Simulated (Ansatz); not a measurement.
Input file for Ansatz (a program for electronic structure):

Ansatz 0.2 input:
```yaml
crystal:
  lattice:
    - [7.1039799043, 0.0, 0.0]
    - [0.0, 7.1039799043, 0.0]
    - [0.0, 0.0, 4.2143972007]
  atoms:
    - { symbol: K, position: [0.0, 0.5, 0.5] }
    - { symbol: K, position: [0.5, 0.0, 0.5] }
    - { symbol: Pt, position: [0.0, 0.0, 0.0] }
    - { symbol: Cl, position: [0.2296676478, 0.7703323522, 0.0] }
    - { symbol: Cl, position: [0.7703323522, 0.2296676478, 0.0] }
    - { symbol: Cl, position: [0.2296676478, 0.2296676478, 0.0] }
    - { symbol: Cl, position: [0.7703323522, 0.7703323522, 0.0] }
kpoints:
  mp_grid: { grid: [3, 3, 4] }
hamiltonian:
  xc: hse06
  pseudopotentials: { kind: paw }
magnetization: { noncollinear: true, spin_orbit: true }
scf:
  n_extra_bands: 14
  occupations: { method: gaussian, width: 0.02 }
output:
  eigenvalues: true
  eigenstates:
    e_range: [-9.0, 13.2]
    kpoints:
      - [0.0, 0.5, 0.0]  # VBM
      - [0.5, 0.5, 0.0]  # CBM
      - [0.0, 0.0, 0.0]  # GAMMA
      - [0.0, 0.0, 0.5]  # Z
      - [0.5, 0.5, 0.0]  # M
      - [0.5, 0.5, 0.5]  # A
      - [0.0, 0.5, 0.5]  # R
      - [0.0, 0.5, 0.0]  # X
```

Output (shortened):

```
Pseudopotential: K, paw_fr, valence charge 9
Pseudopotential: Pt, paw_fr, valence charge 18
Pseudopotential: Cl, paw_fr, valence charge 7
Functional definition: HSE06
non-collinear run that drives no moment, with spin-orbit …
Crystal: 7 atoms, lattice volume = 212.686 Å³
Basis set: ecut = 420 eV, 4115 PW (Γ)
Bands: 78, of which v1, the nominal top of the filled ones, is band 64 counted from 1 (63 counted from 0)
Symmetry: 16 space group operations + 16 with time reversal
k-points: 9 of 36
Projection manifold: j_resolved (fully-relativistic pseudo-atomic orbitals)
SCF iter   1: F=—  HF=-19963.789667 eV  |F-HF|=—  |Δ(HF+E_count)|=         —  Δρ=5.05e-2  dr2=6.61e0  dr2_m=0.00e0 (ungated)  ethr=1.00e-1  |M|=0.00e0 ∫|m|=0.00e0 μB  |m|>n=0.0e0 m-floor=0.0e0 τ_xc=0.0e0  β_m=0.30  ⟨swp⟩=7.7  Hψ=2533  notcnv=0
preconditioner: auto → none
SCF iter   2: F=—  HF=-19961.440281 eV  |F-HF|=—  |Δ(HF+E_count)|=    2.35e0  Δρ=2.84e-2  dr2=1.66e0  dr2_m=0.00e0 (ungated)  ethr=1.03e-2  |M|=0.00e0 ∫|m|=0.00e0 μB  |m|>n=0.0e0 m-floor=0.0e0 τ_xc=0.0e0  β_m=0.43  ⟨swp⟩=8.0  Hψ=1826  notcnv=0  defer=26
SCF iter   3: F=—  HF=-19960.769693 eV  |F-HF|=—  |Δ(HF+E_count)|=   6.71e-1  Δρ=1.09e-2  dr2=2.14e-1  dr2_m=0.00e0 (ungated)  ethr=2.59e-3  |M|=0.00e0 ∫|m|=0.00e0 μB  |m|>n=0.0e0 m-floor=0.0e0 τ_xc=0.0e0  β_m=0.43  ⟨swp⟩=7.6  Hψ=2144  notcnv=0  defer=22
SCF iter   4: F=—  HF=-19960.744517 eV  |F-HF|=—  |Δ(HF+E_count)|=   2.52e-2  Δρ=5.72e-3  dr2=6.58e-2  dr2_m=0.00e0 (ungated)  ethr=3.35e-4  |M|=0.00e0 ∫|m|=0.00e0 μB  |m|>n=0.0e0 m-floor=0.0e0 τ_xc=0.0e0  β_m=0.44  ⟨swp⟩=6.1  Hψ=1905  notcnv=0  defer=8
SCF iter   5: F=—  HF=-19960.735000 eV  |F-HF|=—  |Δ(HF+E_count)|=   9.52e-3  Δρ=2.42e-3  dr2=7.85e-3  dr2_m=0.00e0 (ungated)  ethr=1.03e-4  |M|=0.00e0 ∫|m|=0.00e0 μB  |m|>n=0.0e0 m-floor=0.0e0 τ_xc=0.0e0  β_m=0.49  ⟨swp⟩=4.9  Hψ=1645  notcnv=0  defer=6
iter 6 solved again at ethr=9.63e-7 eV; its pass at ethr=1.23e-5 eV (dr2=6.16e-4 eV) is discarded
SCF iter   6: F=—  HF=-19960.735064 eV  |F-HF|=—  |Δ(HF+E_count)|=   6.41e-5  Δρ=6.98e-4  dr2=6.38e-4  dr2_m=0.00e0 (ungated)  ethr=9.63e-7  |M|=0.00e0 ∫|m|=0.00e0 μB  |m|>n=0.0e0 m-floor=0.0e0 τ_xc=0.0e0  β_m=0.58  ⟨swp⟩=3.4  Hψ=3185  notcnv=0  defer=9
SCF iter   7: F=-19960.735189 eV  HF=-19960.735180 eV  |F-HF|=8.93e-6  |Δ(HF+E_count)|=   1.16e-4  Δρ=1.77e-4  dr2=4.99e-5  dr2_m=0.00e0 (ungated)  ethr=9.63e-7  |M|=0.00e0 ∫|m|=0.00e0 μB  |m|>n=0.0e0 m-floor=0.0e0 τ_xc=0.0e0  ⟨swp⟩=3.6  Hψ=1549  notcnv=0  defer=7
SCF 1 stopped early in 7 iterations: F = -19960.735189 eV  dr2 = 4.99e-5
Crystal: 7 atoms, lattice volume = 212.686 Å³
Projection manifold: j_resolved (fully-relativistic pseudo-atomic orbitals)
Exchange kernel: α = 0.2500, screened, ω = 0.2079 Å⁻¹, Wigner–Seitz truncation, v(0) = 1043.7193 eV·Å³, q-mesh 3×3×4, nearest image of the exchange supercell L …
Frozen-core exchange: fock
SCF iter   1: F=—  HF=-19944.622085 eV  |F-HF|=—  |Δ(HF+E_count)|=         —  Δρ=4.51e-3  dr2=2.33e-2  dr2_m=0.00e0 (ungated)  ethr=7.80e-7  |M|=0.00e0 ∫|m|=0.00e0 μB  |m|>n=0.0e0 m-floor=0.0e0 τ_xc=0.0e0  β_m=0.30  ⟨swp⟩=12.1  Hψ=3789  notcnv=0
preconditioner: auto → none
SCF iter   2: F=—  HF=-19944.617113 eV  |F-HF|=—  |Δ(HF+E_count)|=   4.97e-3  Δρ=2.55e-3  dr2=8.32e-3  dr2_m=0.00e0 (ungated)  ethr=7.80e-7  |M|=0.00e0 ∫|m|=0.00e0 μB  |m|>n=0.0e0 m-floor=0.0e0 τ_xc=0.0e0  β_m=0.56  ⟨swp⟩=4.0  Hψ=2196  notcnv=0
SCF iter   3: F=—  HF=-19944.614478 eV  |F-HF|=—  |Δ(HF+E_count)|=   2.64e-3  Δρ=3.58e-4  dr2=2.21e-3  dr2_m=0.00e0 (ungated)  ethr=7.80e-7  |M|=0.00e0 ∫|m|=0.00e0 μB  |m|>n=0.0e0 m-floor=0.0e0 τ_xc=0.0e0  β_m=0.55  ⟨swp⟩=4.1  Hψ=2066  notcnv=0
SCF iter   4: F=—  HF=-19944.632139 eV  |F-HF|=—  |Δ(HF+E_count)|=   1.77e-2  Δρ=7.09e-4  dr2=6.04e-4  dr2_m=0.00e0 (ungated)  ethr=4.26e-7  |M|=0.00e0 ∫|m|=0.00e0 μB  |m|>n=0.0e0 m-floor=0.0e0 τ_xc=0.0e0  β_m=0.55  ⟨swp⟩=5.1  Hψ=2563  notcnv=0
SCF iter   5: F=—  HF=-19944.631937 eV  |F-HF|=—  |Δ(HF+E_count)|=   2.02e-4  Δρ=1.21e-4  dr2=8.24e-5  dr2_m=0.00e0 (ungated)  ethr=4.26e-7  |M|=0.00e0 ∫|m|=0.00e0 μB  |m|>n=0.0e0 m-floor=0.0e0 τ_xc=0.0e0  β_m=0.70  ⟨swp⟩=3.0  Hψ=1621  notcnv=0
SCF iter   6: F=—  HF=-19944.632399 eV  |F-HF|=—  |Δ(HF+E_count)|=   4.62e-4  Δρ=1.36e-4  dr2=2.06e-5  dr2_m=0.00e0 (ungated)  ethr=3.00e-8  |M|=0.00e0 ∫|m|=0.00e0 μB  |m|>n=0.0e0 m-floor=0.0e0 τ_xc=0.0e0  β_m=0.70  ⟨swp⟩=5.4  Hψ=2217  notcnv=0
SCF iter   7: F=-19944.632391 eV  HF=-19944.632392 eV  |F-HF|=9.19e-7  |Δ(HF+E_count)|=   6.88e-6  Δρ=1.66e-5  dr2=3.14e-6  dr2_m=0.00e0 (ungated)  ethr=2.89e-8  |M|=0.00e0 ∫|m|=0.00e0 μB  |m|>n=0.0e0 m-floor=0.0e0 τ_xc=0.0e0  ⟨swp⟩=3.0  Hψ=1554  notcnv=0
SCF 2 stopped early in 7 iterations: F = -19944.632391 eV  dr2 = 3.14e-6
hybrid outer 1: dexx = +2.064e-2 eV, tail = 5.03e-5 eV
Crystal: 7 atoms, lattice volume = 212.686 Å³
Projection manifold: j_resolved (fully-relativistic pseudo-atomic orbitals)
Exchange kernel: α = 0.2500, screened, ω = 0.2079 Å⁻¹, Wigner–Seitz truncation, v(0) = 1043.7193 eV·Å³, q-mesh 3×3×4, nearest image of the exchange supercell L …
Frozen-core exchange: fock
SCF iter   1: F=—  HF=-19944.632310 eV  |F-HF|=—  |Δ(HF+E_count)|=         —  Δρ=5.02e-5  dr2=2.51e-6  dr2_m=0.00e0 (ungated)  ethr=3.93e-7  |M|=0.00e0 ∫|m|=0.00e0 μB  |m|>n=0.0e0 m-floor=0.0e0 τ_xc=0.0e0  β_m=0.30  ⟨swp⟩=8.1  Hψ=1945  notcnv=0
preconditioner: auto → none
SCF iter   2: F=—  HF=-19944.632310 eV  |F-HF|=—  |Δ(HF+E_count)|=   4.86e-7  Δρ=2.67e-5  dr2=4.75e-7  dr2_m=0.00e0 (ungated)  ethr=2.96e-9  |M|=0.00e0 ∫|m|=0.00e0 μB  |m|>n=0.0e0 m-floor=0.0e0 τ_xc=0.0e0  β_m=0.63  ⟨swp⟩=3.0  Hψ=1483  notcnv=0
SCF iter   3: F=—  HF=-19944.632311 eV  |F-HF|=—  |Δ(HF+E_count)|=   7.06e-7  Δρ=5.54e-6  dr2=2.29e-7  dr2_m=0.00e0 (ungated)  ethr=5.26e-10  |M|=0.00e0 ∫|m|=0.00e0 μB  |m|>n=0.0e0 m-floor=0.0e0 τ_xc=0.0e0  β_m=0.63  ⟨swp⟩=5.2  Hψ=1787  notcnv=0  defer=19
iter 4 solved again at ethr=1.23e-12 eV; its pass at ethr=3.16e-10 eV (dr2=7.85e-10 eV) is discarded
SCF iter   4: F=-19944.632311 eV  HF=-19944.632311 eV  |F-HF|=3.53e-10  |Δ(HF+E_count)|=   5.49e-8  Δρ=7.96e-7  dr2=1.58e-8  dr2_m=0.00e0 (ungated)  ethr=4.18e-12 (applied; sched 1.23e-12)  |M|=0.00e0 ∫|m|=0.00e0 μB  |m|>n=0.0e0 m-floor=0.0e0 τ_xc=0.0e0  …
SCF 3 converged in 4 iterations: F = -19944.632311 eV  dr2 = 1.58e-8
hybrid outer 2: dexx = +1.258e-6 eV, tail = 6.43e-8 eV, Δε = 2.32e-3 eV (about 8.37e-5 eV left of the loop's levels)
NSCF: frozen V_eff on 8 k-points
hybrid SCF converged: 2 outer / 11 inner (+7 warm-up), last move |dexx| = 1.26e-6 eV, tail = 6.43e-8 eV
Stability not checked (fock_operator)
Magnetization: |M| = 0.0000 μB,  M = (+0.0000, +0.0000, +0.0000) μB
Absolute magnetization: 0.0000 μB (∫|m|)
  site 0: m = (+0.0000, +0.0000, +0.0000) μB, |m| = 0.0000 μB  (R = 1.36 Å)
  site 1: m = (+0.0000, +0.0000, +0.0000) μB, |m| = 0.0000 μB  (R = 1.36 Å)
  site 2: m = (+0.0000, +0.0000, +0.0000) μB, |m| = 0.0000 μB  (R = 0.95 Å)
  site 3: m = (+0.0000, +0.0000, +0.0000) μB, |m| = 0.0000 μB  (R = 0.95 Å)
  site 4: m = (+0.0000, +0.0000, +0.0000) μB, |m| = 0.0000 μB  (R = 0.95 Å)
  site 5: m = (+0.0000, +0.0000, +0.0000) μB, |m| = 0.0000 μB  (R = 0.95 Å)
  site 6: m = (+0.0000, +0.0000, +0.0000) μB, |m| = 0.0000 μB  (R = 0.95 Å)
Free energy (F): -19944.632311 eV
Frozen-core exchange: fock
Harris-Foulkes:  -19944.632311 eV  (|F-HF|=3.53e-10)
Internal energy: -19944.632311 eV  (E = F + TS)
E sigma→0 (E₀):  -19944.632311 eV
Fermi energy:    3.955034 eV
--- Per-component energies (eV) ---
  E_band       = -887.989213
  E_kinetic    = 1791.461003
  E_local      = -6448.244740  (includes V_loc(G=0)·N_el)
  E_nonlocal   = 329.649185
  E_hartree    = 2503.561678
  E_xc         = -768.315410
  E_vxc        = -889.882312  (∫ρ·V_xc dr)
  E_exx        = -173.418419  (= α·E_x^exact, valence–valence)
  E_paw        = -13684.348094  (= ΣΔE_a)
  E_vpaw       = -331.259495  (= ΣTr[D̂ρ^β])
  E_aug_tail   = 0.000502  (compensation charges beyond the density's cutoff)
  E_ewald      = -3492.251965
  E_core_change = -2.726051  (= ΣΔE_core)
  E_smearing   =  0.000000  (= −TS)
  E_closure    =  0.000000  (closes the sum)
  Σ components = -19944.632311   (vs F -19944.632311, Δ=0.00e0)
  [band-id]    e_kinetic+e_local+e_nonlocal+2·e_hartree+e_vxc+2·e_exx+e_vpaw+e_augmentation_tail = -887.989339   (vs E_band -887.989213, Δ=-1.26e-4)
--- Band table (eV; the first three rows and the last of 9) ---
  k-point 0: bands = ["-98.6474", "-98.6474", "-62.8964", "-62.8964", "-47.9335", "-47.9335", "-47.3680", "-47.3680", "-28.8825", "-28.8825", "-28.8807", "-28.8807", "-14.1034", "-14.1034", "-13.5703", "-13.5703", "-13.5206", "-13.5206", "-13.4492", …
  k-point 1: bands = ["-98.6475", "-98.6475", "-62.8964", "-62.8964", "-47.9335", "-47.9335", "-47.3684", "-47.3684", "-28.8791", "-28.8791", "-28.8775", "-28.8775", "-14.1128", "-14.1128", "-13.5137", "-13.5137", "-13.4611", "-13.4611", "-13.4256", …
  k-point 2: bands = ["-98.6475", "-98.6475", "-62.8964", "-62.8964", "-47.9335", "-47.9335", "-47.3687", "-47.3687", "-28.8757", "-28.8757", "-28.8743", "-28.8743", "-14.1228", "-14.1228", "-13.4542", "-13.4542", "-13.4017", "-13.4017", "-13.3980", …
  k-point 8: bands = ["-98.6475", "-98.6475", "-62.8964", "-62.8964", "-47.9335", "-47.9335", "-47.3687", "-47.3687", "-28.8752", "-28.8752", "-28.8748", "-28.8748", "-14.0060", "-14.0060", "-13.5138", "-13.5138", "-13.4760", "-13.4760", "-13.4285", …
```

The points marked VBM and CBM come from a semilocal run.

Space group P4/mmm. The first step of the workflow began from a Materials Project structure, measured or hypothetical; the Crystallography Open Database files this formula in space group No. 123, but the cells were not matched. Whether it is the stable phase at ambient conditions was not checked. The HSE06 relaxation kept the symmetry of its start; whether a distortion lowers the energy is not shown. The run is not spin-polarised.

Potentials: the later of the program's two PAW sets.

Ansatz is a plane-wave DFT program.
